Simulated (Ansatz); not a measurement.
Zr:
Space group P6₃/mmc (No. 194); a = b = 3.1426 Å, c = 5.0917 Å, α = β = 90.00°, γ = 120.00°

```tsv
atom	site	symmetry	x	y	z
Zr	2d	-6m2	0.6667	0.3333	0.2500
```

Relaxed at zero pressure with plane-wave PAW LDA (Ansatz code).

The volume is raised by 3 % and shape and atoms relax at that volume. What pressure results, and how do the axes share the change?

-2.9 GPa; a 1.2 %, b 1.2 %, c 0.7 %; the energy rises by 6 meV/atom.

Give the new structure.


Space group P6₃/mmc (No. 194); a = 3.179 Å, b = 3.179 Å, c = 5.126 Å, α = 90.00°, β = 90.00°, γ = 120.00°

| atom | site | symmetry | x | y | z |
|---|---|---|---|---|---|
| Zr | 2d | -6m2 | 0.6667 | 0.3333 | 0.2500 |

The phase is kept; no other phase was compared at this pressure.

Space group P6_3/mmc (hcp (Mg type)). Symmetry was held in the LDA relaxation. The run is not spin-polarised. Axis ratios of metals converge slowly with the k-mesh, so a and c are less sure than the volume.

Potentials: the later of the program's two PAW sets.
